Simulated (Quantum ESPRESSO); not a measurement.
# Kohn-Sham bands of BaS₂ (C2/c)

```
CELL_PARAMETERS angstrom
      0.00000    -4.80736     0.00000
     -4.68567    -2.40368     0.00000
     -0.41646    -2.40368    -8.04130
ATOMIC_POSITIONS crystal
  Ba 0.14243 0.75000 0.25000
  Ba 0.85757 0.25000 0.75000
  S  0.48469 0.80296 0.52036
  S  0.51531 0.19704 0.47964
  S  0.80801 0.69704 0.97964
  S  0.19199 0.30296 0.02036
```

Materials Project entry mp-684; symmetrised, unrelaxed at this level. COD (Crystallography Open Database) has an entry of this formula and space group (matched by these alone). Computed values, not measurements, from LDA: Quantum ESPRESSO (norm-conserving PseudoDojo potentials, cutoff 46 Ry, no spin polarisation, no spin-orbit coupling) on a Γ-centred 4×4×4 mesh, then Wannier90. Density: 8×8×8 mesh, cold smearing 0.01 Ry. Spin-orbit coupling is left out although heavy elements are present.

Energies are relative to the valence-band maximum; weights are on the orthonormalised atomic waves of the pseudopotential files, averaged over the group. 44 electrons a cell are treated as valence.

Into which isolated groups do the bands fall, where do they lie and what are they made of?


```tsv
bands	from (eV)	to (eV)	filling	weight on atomic waves
1–2	-26.72	-26.70	filled	Ba 5s 98 %
3–4	-14.29	-13.79	filled	S 3s 74 %, Ba 5p 10 %, S 3p 10 %
5–10	-12.40	-11.38	filled	Ba 5p 91 %, S 3s 5 %
11–12	-10.21	-9.40	filled	S 3s 81 %, Ba 5p 9 %, S 3p 9 %
13–18	-4.81	-2.40	filled	S 3p 89 %
19–22	-1.17	0.00	filled	S 3p 92 %
```

The Kohn-Sham gap over both meshes and the path is 1.52 eV.
